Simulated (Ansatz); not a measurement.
SnSe (zinc blende, F-43m), a = 6.7276 Å, b = 6.7276 Å, c = 6.7276 Å, α = 90.00°, β = 90.00°, γ = 90.00°; the cell used has 2 atoms.

Relaxed with r²SCAN.

### Question
Tabulate the valence density and the electron localisation function along the shortest Se–Sn contact (2.91 Å), plane-wave PAW r²SCAN (Ansatz code).

### Answer


| distance from Se (Å) | density (e/Å³) | ELF |
|---|---|---|
| 0.29 | 21.07 | 0.27 |
| 0.44 | 9.03 | 0.49 |
| 0.58 | 3.45 | 0.69 |
| 0.73 | 1.45 | 0.79 |
| 0.87 | 0.81 | 0.80 |
| 1.02 | 0.57 | 0.77 |
| 1.17 | 0.41 | 0.71 |
| 1.31 | 0.31 | 0.58 |
| 1.46 | 0.27 | 0.45 |
| 1.60 | 0.27 | 0.35 |
| 1.75 | 0.33 | 0.30 |
| 1.89 | 0.49 | 0.31 |
| 2.04 | 0.87 | 0.32 |
| 2.18 | 1.77 | 0.27 |
| 2.33 | 3.62 | 0.14 |
| 2.48 | 6.77 | 0.04 |
| 2.62 | 10.96 | 0.01 |

The density is the valence pseudo-density with augmentation charge, so density and ELF within about 1 Å of a nucleus are not all-electron values.

The start of the workflow was typed in or built on a structure type; neither database checked (COD, Materials Project) lists it. It is not the phase usual at ambient conditions (space group No. 62). Symmetry was held in the r²SCAN relaxation. At this level the phase is mechanically unstable. Scalar-relativistic: spin–orbit coupling is off unless named, which matters more the heavier the elements.

Potentials: the later of the program's two PAW sets.
